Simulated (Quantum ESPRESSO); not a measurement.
MgAl2F7Cl, convergence and cost over cutoff and k mesh

Simulated, not a measurement. The program is pw.x of Quantum ESPRESSO 7.5 (plane-wave density functional theory). The cell is made up: 11 atoms on a rutile lattice with one site empty, with randomly drawn elements, strain and displacements, not relaxed. PseudoDojo standard norm-conserving files (v0.5 for PBE, v0.4.1 for LDA and PBEsol) set the functional; there is no spin polarisation, spin-orbit coupling or dispersion term, and the masses in the input are unused placeholders.

Input of the run in row 2:

```
&control calculation='scf', pseudo_dir='./dojo.nc.sr.pbe.v0_5.standard.upf', outdir='./o', disk_io='low', tprnfor=.true., tstress=.true. /
&system ibrav=0, nat=11, ntyp=4, nbnd=42, ecutwfc=84.00895049, nosym=.true., tot_charge=0,
 occupations='smearing', smearing='fd', degauss=0.0018374661
/
&electrons conv_thr=7.350e-09, electron_maxstep=60, /
ATOMIC_SPECIES
Al 1.0 Al.upf
Cl 1.0 Cl.upf
F 1.0 F.upf
Mg 1.0 Mg.upf
CELL_PARAMETERS angstrom
4.6829 0.0 0.0
0.0 4.6829 0.0
0.0 0.0 6.1892
ATOMIC_POSITIONS angstrom
Mg 0.0483 0.0485 -0.1229
Al 2.3348 2.3711 1.6529
Al 0.0827 -0.0561 3.0987
F 1.6031 1.3703 0.0308
F 3.1767 3.2484 0.0499
F 3.7599 0.8949 1.4778
F 0.846 3.6936 1.5378
Cl 1.4526 1.3948 3.0818
F 3.3122 3.1863 3.0777
F 3.529 0.9132 4.6406
F 0.8386 3.6873 4.5555
K_POINTS automatic
5 5 4 1 1 1
```

The same cell was run at these settings. Meshes are shifted by half a step, and differences are from the last row, which is itself not exact.

```
cutoff (eV)     k mesh  k points solved  threshold (eV)  free energy less the last row's (eV)  pressure (GPa)  largest stress difference (GPa)  largest force difference (eV/Å)  iterations  wall time (s)  k-point pools              processor
        800  2 x 2 x 2                4           1e-04                                 2.395          -24.07                            22.07                            0.027           7             43              1  AMD EPYC, Zen 5 class
       1143  5 x 5 x 4               50           1e-07                                 0.003           -2.15                             0.01                            0.002          10             78              4  AMD EPYC, Zen 5 class
       1437  7 x 7 x 6              147           1e-07                                 0.000           -2.14                             0.00                            0.000          10            273              4  AMD EPYC, Zen 5 class
```

Each pool is one process. Wall times include start-up and a band step at six k points, which weighs most on the coarsest meshes. The runs were on shared virtual cores whose load varied, so times are rough.